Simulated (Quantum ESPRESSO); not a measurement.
# Mg3Se2Cl2: a curve over strain

Computed values, not a measurement. The program is pw.x of Quantum ESPRESSO 7.5 (plane-wave density functional theory). The cell is made up: 7 atoms on a wurtzite lattice with one site empty, with randomly drawn elements, strain and displacements, not relaxed. PseudoDojo standard norm-conserving files (v0.5 for PBE, v0.4.1 for LDA and PBEsol) set the functional; there is no spin polarisation, spin-orbit coupling or dispersion term, and the masses in the input are unused placeholders.

Seven runs add a strain to one cell (the same linear strain along x, y and z); the atoms follow the cell and are not relaxed. Stress in the table is positive in tension.

Input of the run at -0.0035:

```
&control calculation='scf', pseudo_dir='./dojo.nc.sr.pbe.v0_5.standard.upf', outdir='./o', disk_io='low', tprnfor=.true., tstress=.true. /
&system ibrav=0, nat=7, ntyp=3, nbnd=44, ecutwfc=85.99341389, nosym=.true., tot_charge=0,
 occupations='smearing', smearing='fd', degauss=0.0018374661
/
&electrons conv_thr=7.350e-09, electron_maxstep=60, /
ATOMIC_SPECIES
Cl 1.0 Cl.upf
Mg 1.0 Mg.upf
Se 1.0 Se.upf
CELL_PARAMETERS angstrom
4.1542 -0.0427 -0.056
-0.0739 7.2924 -0.0895
-0.0914 -0.0843 7.0066
ATOMIC_POSITIONS angstrom
Mg 0.0205 0.0194 -0.0114
Mg 1.9887 1.1863 3.4538
Mg -0.1217 4.8518 3.437
Se -0.0448 0.002 2.6127
Se 1.9923 3.5685 2.5384
Cl 1.9591 1.0843 6.1174
Cl -0.1021 4.7669 6.06
K_POINTS automatic
4 4 4 1 1 1
```

```
added strain  free energy less that of the input shown (eV)  stress xx (GPa)  stress yy (GPa)  stress zz (GPa)  stress xy (GPa)  pressure (GPa)  next band up at Gamma (eV)  iterations
     -0.0237                                        -0.0963            -1.84             1.00             1.43            -1.03           -0.19                       1.546          10
     -0.0119                                        -0.0593            -0.43             2.24             2.40            -0.90           -1.40                       1.445          10
     -0.0071                                        -0.0284             0.08             2.69             2.74            -0.85           -1.84                       1.405          10
     -0.0035                                         0.0000             0.44             3.01             2.99            -0.81           -2.15                       1.376          10
     +0.0100                                         0.1461             1.65             4.06             3.78            -0.69           -3.17                       1.269          10
     +0.0127                                         0.1817             1.87             4.25             3.92            -0.67           -3.35                       1.249          10
     +0.0248                                         0.3697             2.74             4.98             4.48            -0.57           -4.07                       1.159          10
```

A cubic fit gives a slope of stress xx against the added strain of 94 GPa at zero added strain, with the atoms clamped. Across the table the free energy follows the integral of the stress to within 0.7 meV. A rerun of one of the cells at 1467 eV and a 6 x 6 x 6 mesh moved values by no more than 0.009 eV in energy, 0.08 GPa in stress and 0.012 eV/Å in force. The band column is the level of band 39 at Gamma less that of band 38, whose number is half the electron count, rounded up; it comes from a band step after each run.